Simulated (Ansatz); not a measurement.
A geometry of La away from equilibrium: the start of the relaxation of a relaxed La cell displaced along its unstable phonon at q = (½, ½, 0) of its primitive reciprocal cell (42i cm⁻¹), largest move 0.15 Å. Calculation: PBEsol (plane waves to 420 eV, PAW, scalar-relativistic; Ansatz, a quantum-chemistry and plane-wave program). Γ-centred k-mesh 10×10×10 on the run's cell (coarser than for final values), Fermi–Dirac smearing 0.05 eV.

```xyz
2
Lattice="6.4447 0.0000 0.0000 3.2223 3.2223 0.0000 0.0000 0.0000 3.2223" Properties=species:S:1:pos:R:3 pbc="T T T"
La     0.0000     0.0000     0.1500
La     3.2223     0.0000    -0.1500
```

Predict the force on each atom, in eV/Å.


```json
[
 {"atom": "La1", "Fx": "0.00", "Fy": "0.00", "Fz": "0.13"},
 {"atom": "La2", "Fx": "0.00", "Fy": "0.00", "Fz": "-0.13"}
]
```

What is the pressure?

-0.2 GPa, compression positive.

How far above the relaxed end point is this geometry?

0.38 eV/atom; the path ends in P4/nmm (No. 129) at a tolerance of 0.01 Å, I4/mmm (No. 139) at 0.1 Å.

No spin polarisation in the result.

The run could not lose the symmetry of its start, so the end can be a saddle point.

The end of the path is a generated cell of La: the first start was made by placing the elements on the sites of a structure type, and the end was not matched to a known phase here, so it may be hypothetical. Known forms of La include space group No. 194.
